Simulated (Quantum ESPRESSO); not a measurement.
Kohn-Sham bands of Bi2Te3 (R-3m)

```
Bi2Te3
1.0
   -2.20907     3.82621     0.00000
   -4.41813     0.00000     0.00000
   -2.20907     1.27540    10.75243
Bi Te
2 3
Direct
  0.39683   0.39683   0.80951
  0.60317   0.60317   0.19049
  0.21681   0.21681   0.34958
  0.78319   0.78319   0.65042
  0.00000   0.00000   0.00000
```

Structure: Materials Project mp-34202, symmetrised, not relaxed again. COD (Crystallography Open Database) has an entry of this formula and space group (matched by these alone). Method: LDA plane waves in Quantum ESPRESSO 7.5 (PseudoDojo norm-conserving files, 66 Ry, no spin polarisation, no spin-orbit coupling), Bloch states on a 6×6×6 mesh through Γ, Wannier90 4.0.1. Density: 8×8×8 mesh, Gaussian smearing 0.01 Ry. Spin-orbit coupling is left out although heavy elements are present.

Energies are relative to the valence-band maximum; weights are on the orthonormalised atomic waves of the pseudopotential files, averaged over the group. 78 electrons a cell are treated as valence.

### Question
Into which isolated groups do the bands fall, where do they lie and what are they made of?

### Answer
```json
[
 {"bands": "1–15", "from (eV)": "-36.19", "to (eV)": "-36.01", "filling": "filled", "weight on atomic waves": "Te 4d 100 %"},
 {"bands": "16–25", "from (eV)": "-22.75", "to (eV)": "-22.72", "filling": "filled", "weight on atomic waves": "Bi 5d 100 %"},
 {"bands": "26–30", "from (eV)": "-12.90", "to (eV)": "-7.78", "filling": "filled", "weight on atomic waves": "Te 5s 53 %, Bi 6s 35 %, Bi 6p 6 %"},
 {"bands": "31–39", "from (eV)": "-4.65", "to (eV)": "0.00", "filling": "filled", "weight on atomic waves": "Te 5p 69 %, Bi 6p 26 %"}
]
```

The Kohn-Sham gap over both meshes and the path is 0.50 eV.
